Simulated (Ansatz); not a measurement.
**In4Sb3As (ordering on zincblende): the band gap by level of theory**

All numbers come from Ansatz. Simulation only: non-magnetic, and no claim that this is the phase found in nature.

The cell is an ordered 8-atom cell of In4Sb3As on the zincblende lattice (R3m); cell and atoms were relaxed with r2SCAN. The symmetry is R3m (No. 160, trigonal); conventional cell a = 4.563 Å, c = 44.626 Å, 33.53 Å³ an atom. As has 4 In at 2.65–2.74 Å; Sb has 4 In at 2.81–2.84 Å; Sb has 4 In at 2.81–2.83 Å; In has 3 As at 2.74 Å and 1 Sb at 2.84 Å; In has 4 Sb at 2.81–2.83 Å; In has 1 As at 2.65 Å and 3 Sb at 2.81 Å.

```cif
data_structure
_symmetry_space_group_name_H-M 'R3m:H'
_symmetry_Int_Tables_number 160
_cell_length_a 4.5634
_cell_length_b 4.5634
_cell_length_c 44.6261
_cell_angle_alpha 90.000
_cell_angle_beta 90.000
_cell_angle_gamma 120.000
_cell_volume 804.81
loop_
_atom_site_label
_atom_site_type_symbol
_atom_site_symmetry_multiplicity
_atom_site_Wyckoff_symbol
_atom_site_fract_x
_atom_site_fract_y
_atom_site_fract_z
_atom_site_occupancy
As1 As 3 a 0.66667 0.33333 0.33310 1
Sb1 Sb 3 a 0.00000 0.00000 0.25224 1
Sb2 Sb 3 a 0.33333 0.66667 0.16674 1
Sb3 Sb 3 a 0.66667 0.33333 0.08125 1
In1 In 3 a 0.00000 0.00000 0.31599 1
In2 In 3 a 0.33333 0.66667 0.23020 1
In3 In 3 a 0.66667 0.33333 0.14465 1
In4 In 3 a 0.00000 0.00000 0.05916 1
```

On this one geometry the levels give:

| level | k mesh | gap (eV) | kind | edges | least direct gap (eV) | rough cost |
| --- | --- | --- | --- | --- | --- | --- |
| PBE | 6×6×6 | none (overlap 0.03) | – | – | – | 40 core-seconds |
| PBE+SOC | 6×6×6 | 0.01 | indirect | Γ → T | 0.05 | 5 core-minutes |
| r2SCAN | 6×6×6 | 0 | – | – | – | 40 core-seconds |

All runs use a smearing of 0.02 eV.
Wave cutoffs: 420 eV, 500 eV (r2SCAN).
Costs come from shared machines and give only the order; PBE's includes the band path. The runs had 4 threads of AMD EPYC 9R45 96-Core Processor (Zen 5), on a shared host.

With r2SCAN the gap closes, the bands meeting at Γ. PBE+SOC gives an indirect gap of 0.01 eV, from Γ to T; the least direct gap is 0.05 eV at T. (This is within a few times the smearing of 0.02 eV, so the filling near the edges can be smeared.)

The levels disagree on the kind of gap: indirect with PBE+SOC; zero gap with r2SCAN; no gap with PBE.

Only the levels marked +SOC include spin-orbit coupling.

Small gaps with spin-orbit coupling can be splittings of inverted bands, not the fundamental gap; semilocal functionals often invert bands that the real crystal keeps in order.
